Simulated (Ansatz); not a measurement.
The numbers come from plane-wave PAW DFT (Ansatz): r2SCAN, no spin polarisation, 500 eV, 7×7×3 Γ-centred k points, gaussian occupations (width 0.0207 eV). Nothing was relaxed.

Computed maps in the lattice plane spanned by b (left to right, 3.96 Å, 12 points from zero) and c (bottom to top, 9.78 Å, 26 points from zero), 90° apart, at height 0.250 along a. The fields are smooth PAW ones with compensation charges, not the true ones near nuclei.

Valence density. Digits on a logarithmic scale: 0 up to 0.03 e/Å³, each further digit a factor of 1.6, 9 from 1.3 e/Å³ up:
```
655555699999
544444579997
444444445554
346664334443
479997433333
699999633333
699999633333
579997534443
446764444444
433333445554
433333455555
543334555455
554445554245
567876555455
689998655555
799999755555
799999754445
689998644444
457775443334
455555443334
455555443334
555455544444
554245555555
665456679997
766666799999
765556799999
```

Q: The cell is CaBe₂Nb₂. Which atoms lie within 0.2 Å of this plane, and where (fractions of b and c)?

A: Nb at (0.25, 0.37), Ca at (0.25, 0.75), Be at (0.25, 0.11), Nb at (0.75, 0.00), Be at (0.75, 0.50). The whole cell:
```
CELL_PARAMETERS angstrom
3.96311 0.00000 0.00000
0.00000 3.96311 0.00000
0.00000 0.00000 9.77961
ATOMIC_POSITIONS crystal
Nb 0.25000 0.25000 0.36800
Nb 0.75000 0.75000 0.63200
Ca 0.25000 0.25000 0.74900
Ca 0.75000 0.75000 0.25100
Be 0.25000 0.25000 0.10800
Be 0.75000 0.75000 0.89200
Nb 0.75000 0.25000 0.00000
Nb 0.25000 0.75000 0.00000
Be 0.75000 0.25000 0.50000
Be 0.25000 0.75000 0.50000
```

Origin: a known structure type with other elements, at an estimated volume, so it need not be a known compound. Caveats: atoms or cell far from equilibrium.
